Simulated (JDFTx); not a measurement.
An input for a modified build of JDFTx (Ag(111), nonlinear PCM (GLSSA13), water, 0.1 M NaCl; bohr, hartree) and the course of its log:

```
lattice \
  5.4844024463 2.7422012137 0.0000000000 \
  0.0000000000 4.7496318402 0.0000000000 \
  0.0000000000 0.0000000000 58.7704824759
coords-type Lattice
ion Ag 0.0000000000 0.0000000000 -0.1142919620 0
ion Ag 0.3333333333 0.3333333333 -0.0380973210 0
ion Ag 0.6666666667 0.6666666667 0.0380973210 0
ion Ag 0.0000000000 0.0000000000 0.1142919620 0
ion-species pseudo/ag_pbe_v1.4.upf
elec-cutoff 20 100
elec-ex-corr gga-PBE
coulomb-interaction Slab 001
coulomb-truncation-embed 0 0 0
kpoint-folding 8 8 1
elec-smearing Fermi 0.01
elec-n-bands 50
target-mu -0.142955
electronic-scf nIterations 100 energyDiffThreshold 1e-07
fluid NonlinearPCM
pcm-variant GLSSA13
fluid-solvent H2O
fluid-cation Na+ 0.1
fluid-anion Cl- 0.1
wavefunction read f4.wfns
elec-initial-eigenvals f4.eigenvals
elec-initial-fillings read f4.fillings
fluid-initial-state f4.fluidState
dump-name f4_u0.$VAR
dump End State Ecomponents EigStats BandEigs Forces ElecDensity IonicPositions Fillings Kpoints Dtot FluidDebug BoundCharge FluidDensity
```

```
[one cycle in 5 is shown, and the last three; fluid-solver lines are left out]
	FillingsUpdate:  mu: -0.142955000  nElectrons: 76.408522
SCF: Cycle:  0   G: -579.451155058417157   dG: +7.208e-02   |Residual|: 2.045e-02   |deigs|: 9.199e-06
	FillingsUpdate:  mu: -0.142955000  nElectrons: 76.050953
SCF: Cycle:  5   G: -579.523219694865816   dG: -1.167e-04   |Residual|: 2.074e-03   |deigs|: 1.687e-04
	FillingsUpdate:  mu: -0.142955000  nElectrons: 76.065624
SCF: Cycle: 10   G: -579.522858218571059   dG: -1.197e-04   |Residual|: 2.717e-03   |deigs|: 2.056e-03
	FillingsUpdate:  mu: -0.142955000  nElectrons: 76.048819
SCF: Cycle: 15   G: -579.523221776021956   dG: -9.844e-05   |Residual|: 2.425e-03   |deigs|: 1.041e-03
	FillingsUpdate:  mu: -0.142955000  nElectrons: 76.033553
SCF: Cycle: 20   G: -579.523384977014643   dG: -2.180e-05   |Residual|: 1.951e-03   |deigs|: 4.756e-04
	FillingsUpdate:  mu: -0.142955000  nElectrons: 76.043231
SCF: Cycle: 25   G: -579.523438491578418   dG: -1.019e-05   |Residual|: 8.444e-04   |deigs|: 1.394e-03
	FillingsUpdate:  mu: -0.142955000  nElectrons: 76.041094
SCF: Cycle: 30   G: -579.523442954332836   dG: -2.016e-06   |Residual|: 3.396e-05   |deigs|: 3.355e-04
	FillingsUpdate:  mu: -0.142955000  nElectrons: 76.041029
SCF: Cycle: 35   G: -579.523442964687774   dG: +1.308e-08   |Residual|: 8.802e-06   |deigs|: 3.680e-05
	FillingsUpdate:  mu: -0.142955000  nElectrons: 76.040478
SCF: Cycle: 40   G: -579.523442864955655   dG: +6.688e-08   |Residual|: 2.356e-05   |deigs|: 3.095e-05
	FillingsUpdate:  mu: -0.142955000  nElectrons: 76.041104
SCF: Cycle: 45   G: -579.523442944742669   dG: -5.802e-08   |Residual|: 1.326e-05   |deigs|: 1.574e-05
	FillingsUpdate:  mu: -0.142955000  nElectrons: 76.040492
SCF: Cycle: 50   G: -579.523442873853583   dG: +6.865e-08   |Residual|: 2.262e-05   |deigs|: 1.618e-05
	FillingsUpdate:  mu: -0.142955000  nElectrons: 76.041119
SCF: Cycle: 55   G: -579.523442939518645   dG: -4.621e-08   |Residual|: 1.429e-05   |deigs|: 1.535e-05
	FillingsUpdate:  mu: -0.142955000  nElectrons: 76.040573
SCF: Cycle: 60   G: -579.523442912538371   dG: +3.194e-08   |Residual|: 1.789e-05   |deigs|: 1.385e-05
	FillingsUpdate:  mu: -0.142955000  nElectrons: 76.041511
SCF: Cycle: 65   G: -579.523442716092632   dG: +2.124e-07   |Residual|: 3.735e-05   |deigs|: 2.336e-05
	FillingsUpdate:  mu: -0.142955000  nElectrons: 76.040536
SCF: Cycle: 70   G: -579.523442896639381   dG: +5.579e-08   |Residual|: 1.993e-05   |deigs|: 1.399e-05
	FillingsUpdate:  mu: -0.142955000  nElectrons: 76.041130
SCF: Cycle: 75   G: -579.523442936193987   dG: -2.145e-08   |Residual|: 1.483e-05   |deigs|: 1.438e-05
	FillingsUpdate:  mu: -0.142955000  nElectrons: 76.040520
SCF: Cycle: 80   G: -579.523442888782370   dG: +6.356e-08   |Residual|: 2.094e-05   |deigs|: 1.444e-05
	FillingsUpdate:  mu: -0.142955000  nElectrons: 76.041151
SCF: Cycle: 85   G: -579.523442929806151   dG: -6.927e-08   |Residual|: 1.587e-05   |deigs|: 1.780e-05
	FillingsUpdate:  mu: -0.142955000  nElectrons: 76.040410
SCF: Cycle: 90   G: -579.523442828119755   dG: +1.148e-07   |Residual|: 2.756e-05   |deigs|: 1.825e-05
	FillingsUpdate:  mu: -0.142955000  nElectrons: 76.041124
SCF: Cycle: 95   G: -579.523442938505582   dG: -4.159e-08   |Residual|: 1.459e-05   |deigs|: 1.524e-05
	FillingsUpdate:  mu: -0.142955000  nElectrons: 76.041111
SCF: Cycle: 97   G: -579.523442942275551   dG: -8.257e-08   |Residual|: 1.379e-05   |deigs|: 1.683e-05
	FillingsUpdate:  mu: -0.142955000  nElectrons: 76.040454
SCF: Cycle: 98   G: -579.523442853648930   dG: +8.863e-08   |Residual|: 2.481e-05   |deigs|: 1.715e-05
	FillingsUpdate:  mu: -0.142955000  nElectrons: 76.041086
SCF: Cycle: 99   G: -579.523442949284231   dG: -9.564e-08   |Residual|: 1.228e-05   |deigs|: 1.650e-05
SCF: None of the convergence criteria satisfied after 100 iterations.
IonicMinimize: Iter:   0  G: -579.523442949284231  |grad|_K:  0.000e+00
IonicMinimize: Converged (|grad|_K<1.000000e-04).
```

This run gave no converged result. The loop ran out of cycles short of its threshold. It has stalled and not diverged: the last ten energies span 1e-07 Ha, so the total is near its end, but levels, forces and the electron count aren't shown converged.
